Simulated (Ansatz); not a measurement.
MgAu (CsCl type, Pm-3m), PBE in the plane-wave PAW code Ansatz, all energies at zero smearing, with the estimated change up to a 700 eV cutoff added, with one set of potentials and settings (totals compare only within such a set). Cell of 2 atoms (1 Au, 1 Mg): -15074.352 eV.

```json
[
 {"element": "Au", "reference phase": "Fm-3m, 1 atoms in the cell", "E (eV/atom)": "-13149.3277"},
 {"element": "Mg", "reference phase": "P6_3/mmc, 2 atoms in the cell", "E (eV/atom)": "-1923.8026"}
]
```

Formation energy per atom, worked out: (-15074.352 − 1×(-13149.3277) − 1×(-1923.8026))/2 = -0.611 eV/atom (-59 kJ per mol of atoms), at 0 K, without zero-point energy or fitted corrections.

The workflow started from an entry of the Crystallography Open Database (COD). Its standing as an ambient phase is unchecked. The PBE relaxation kept the symmetry of its start; its stability against distortions is not shown here. The references are the lowest solids computed at this level, not always the standard phases. Scalar-relativistic: spin–orbit coupling is off unless named, which matters more the heavier the elements.

Potentials: the later of the program's two PAW sets.
